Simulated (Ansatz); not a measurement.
Cl in space group Pm-3m (No. 221; Cl on 1b) at seven volumes, the program Ansatz at the r²SCAN level (PAW), scaled uniformly. One row is withheld.

```
V (Å³/atom)  P (GPa)
-----------  -------
20.760          4.81
21.444             ?
22.129          1.32
22.813          0.00
23.497         -1.10
24.182         -2.01
24.866         -2.76
```

Task: Fit the shown pressures and predict the withheld one.

Result: P = (3/2)B₀(x^(7/2) − x^(5/2))[1 + (3/4)(B′ − 4)(x − 1)] with x = (V₀/V)^(2/3). Least squares on the six rows gives V₀ = 22.813 Å³/atom, B₀ = 40.0 GPa, B′ = 5.15. At V = 21.444, x = 1.0421 and P = 2.90 GPa. The run itself gave 2.91 GPa.

The cell is a constructed one: a structure type filled with these elements; neither database checked (COD, Materials Project) lists it. It is not the usual solid phase (space group No. 64). The cell was relaxed with r²SCAN under the symmetry of its start. At this level the phase is mechanically unstable. The substance is a gas or liquid at ambient conditions.

Potentials: the later of the program's two PAW sets.
